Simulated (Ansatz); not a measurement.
Question: Each is relaxed and computed with PBEsol in the plane-wave PAW code Ansatz. Which alone has an imaginary phonon mode on a q-mesh?
A. WO3, P4/nmm (W on 2c, O on 2c, O on 4d)
B. BaCuSF, P4/nmm (Ba on 2c, Cu on 2b, S on 2c, F on 2a)
C. CeO2, fluorite
D. MgO, P4_2/mnm (Mg on 4g, O on 4f)

Answer: A, WO3, P4/nmm (W on 2c, O on 2c, O on 4d). WO3: gap 0.58 eV, lowest mode -194 cm⁻¹; MgO: gap 3.36 eV, lowest mode 0 cm⁻¹; CeO2: gap 1.96 eV (indirect), lowest mode 0 cm⁻¹; BaCuSF: gap 1.48 eV (direct), lowest mode 0 cm⁻¹. With the 4f shell in the valence, where a lower state may exist: CeO2, fluorite. Typed or built starts, not in the databases checked: MgO, P4_2/mnm (Mg on 4g, O on 4f). Not the usual ambient phase: MgO, P4_2/mnm (Mg on 4g, O on 4f). Standing as an ambient phase not checked: WO3, P4/nmm (W on 2c, O on 2c, O on 4d); BaCuSF, P4/nmm (Ba on 2c, Cu on 2b, S on 2c, F on 2a). Unstable at this level: WO3, P4/nmm (W on 2c, O on 2c, O on 4d). All cells were relaxed under the symmetry of their starts (and spin orders); stability against distortions was not tested throughout. Named crystals with no word on spin ran without spin polarisation. No Hubbard U is applied. Spin–orbit coupling is left out wherever it is not named.

Potentials: the earlier of the program's two PAW sets. The files were generated under PBE; for other functionals the program regenerates the frozen cores, and for LDA and PBEsol the local potential too.
